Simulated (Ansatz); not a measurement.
MgO:
```xyz
2
Lattice="0.0000 2.1038 2.1038 2.1038 0.0000 2.1038 2.1038 2.1038 0.0000" Properties=species:S:1:pos:R:3 pbc="T T T"
Mg     0.0000     0.0000     0.0000
O      2.1038     2.1038     2.1038
```

Relaxed with r²SCAN.

Question: Map the valence electron density (e/Å³), cut off at 5 on the plane through (0.000, 0.000, 0.000) spanned by u = [1, 0, 0] and v = [0, 1, -1] in lattice vectors, from r²SCAN (plane waves, PAW; program Ansatz).

Answer: x is the fraction of u, y of v (the angle between them is 90°; rows are the nearest grid lines); atoms in the plane: Mg at (0.00, 0.00), O at (0.50, 0.50).
```
y \ x   0.000  0.0625  0.188  0.250  0.375  0.438  0.562  0.625  0.750  0.812  0.938   1.00
------  -----  ------  -----  -----  -----  -----  -----  -----  -----  -----  -----  -----
1.00     5.00    5.00   2.65  0.310  0.112  0.113  0.113  0.112  0.310   2.65   5.00   5.00
0.938    5.00    5.00   1.93  0.267  0.134  0.140  0.140  0.134  0.267   1.93   5.00   5.00
0.875    5.00    5.00  0.741  0.224  0.210  0.233  0.233  0.210  0.224  0.741   5.00   5.00
0.750   0.310   0.266  0.247  0.334  0.729  0.941  0.941  0.729  0.334  0.247  0.266  0.310
0.688   0.135   0.146  0.294  0.505   1.44   2.06   2.06   1.44  0.505  0.294  0.146  0.135
0.625   0.112   0.134  0.375  0.729   2.72   4.19   4.19   2.72  0.729  0.375  0.134  0.112
0.562   0.113   0.140  0.448  0.941   4.19   5.00   5.00   4.19  0.941  0.448  0.140  0.113
0.438   0.113   0.140  0.448  0.941   4.19   5.00   5.00   4.19  0.941  0.448  0.140  0.113
0.375   0.112   0.134  0.375  0.729   2.72   4.19   4.19   2.72  0.729  0.375  0.134  0.112
0.312   0.135   0.146  0.294  0.505   1.44   2.06   2.06   1.44  0.505  0.294  0.146  0.135
0.250   0.310   0.266  0.247  0.334  0.729  0.941  0.941  0.729  0.334  0.247  0.266  0.310
0.125    5.00    5.00  0.741  0.224  0.210  0.233  0.233  0.210  0.224  0.741   5.00   5.00
0.0625   5.00    5.00   1.93  0.267  0.134  0.140  0.140  0.134  0.267   1.93   5.00   5.00
0.000    5.00    5.00   2.65  0.310  0.112  0.113  0.113  0.112  0.310   2.65   5.00   5.00
```

The density is the valence pseudo-density with augmentation charge, so density and ELF within about 1 Å of a nucleus are not all-electron values.

Space group Fm-3m (rock salt). Symmetry was held in the r²SCAN relaxation; phonons on a q-mesh show no instability.

Potentials: the earlier of the program's two PAW sets.
